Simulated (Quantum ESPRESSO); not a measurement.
## Band energies of BaNiF6

```
BaNiF6
1.0
    3.65756     2.11169     2.32513
   -3.65756     2.11169     2.32513
    0.00000    -4.22339     2.32513
F Ni Ba
6 1 1
Cartesian
  0.00000   2.79244   3.58842
  0.00000  -2.79244   3.38697
 -2.41832  -1.39622   3.58842
  2.41832   1.39622   3.38697
  2.41832  -1.39622   3.58842
 -2.41832   1.39622   3.38697
  0.00000   0.00000   0.00000
  0.00000   0.00000   3.48770
```

LDA (Quantum ESPRESSO, PseudoDojo norm-conserving, 98 Ry, without SOC); path ΓPZQΓFP1Q1LZ; energies in eV from the valence-band maximum.

```
k (1/Å)  point  band 31  band 32  band 33  band 34  band 35  band 36  band 37  band 38
-------  -----  -------  -------  -------  -------  -------  -------  -------  -------
0.00         Γ    -1.10    -0.47    -0.43    -0.43    -0.41     1.23     1.23     7.58
0.41              -1.16    -0.69    -0.40    -0.28    -0.26     1.28     1.46     8.56
0.82              -1.13    -0.90    -0.41    -0.17    -0.14     1.38     1.44     8.62
1.03         P    -1.11    -0.84    -0.39    -0.14    -0.14     1.40     1.40     8.61
1.03         Z    -1.12    -0.87    -0.35    -0.13    -0.13     1.36     1.36     8.57
1.41              -1.09    -1.07    -0.41    -0.28    -0.04     1.27     1.47     8.54
1.78              -1.11    -0.88    -0.53    -0.37    -0.03     1.36     1.60     8.52
2.16         Q    -1.09    -0.77    -0.47    -0.17    -0.17     1.50     1.50     8.73
2.56              -1.02    -0.60    -0.32    -0.24    -0.24     1.59     1.59     8.97
2.96              -1.13    -0.49    -0.39    -0.39    -0.33     1.30     1.30     7.87
3.16         Γ    -1.10    -0.47    -0.43    -0.43    -0.41     1.23     1.23     7.58
3.33              -1.13    -0.51    -0.42    -0.39    -0.37     1.24     1.29     7.79
3.67              -1.11    -0.82    -0.50    -0.34    -0.12     1.28     1.55     8.70
4.02         F    -1.16    -1.02    -0.61    -0.40     0.00     1.24     1.60     8.43
4.39              -1.09    -0.88    -0.44    -0.23    -0.09     1.37     1.49     8.61
4.58        P1    -1.11    -0.84    -0.39    -0.14    -0.14     1.40     1.40     8.61
4.58        Q1    -1.09    -0.77    -0.47    -0.17    -0.17     1.50     1.50     8.73
4.88              -1.02    -0.77    -0.42    -0.27    -0.14     1.57     1.57     8.68
5.17              -1.02    -0.84    -0.34    -0.29    -0.12     1.48     1.62     8.62
5.32         L    -1.10    -0.85    -0.35    -0.27    -0.11     1.46     1.62     8.60
5.44              -1.09    -0.87    -0.35    -0.27    -0.10     1.45     1.58     8.62
5.69              -1.13    -0.97    -0.30    -0.29    -0.08     1.39     1.40     8.66
5.93              -1.12    -1.02    -0.34    -0.19    -0.10     1.32     1.37     8.62
6.18         Z    -1.12    -0.87    -0.35    -0.13    -0.13     1.36     1.36     8.57
```

The LDA gap is 1.23 eV and nearly direct: the edges lie at F and Γ, the smallest direct gap within 0.02 eV of it. Another valence and conduction extremum on the path lies within 0.02 eV, too close to call.

The 3d shell has no Hubbard U; the runs are without spin polarisation, and magnetic order was not tried.

Geometry of the Materials Project entry, not relaxed at this level.

The structure is a Materials Project entry; no match was found in the copy of COD used, and its stability was not checked.
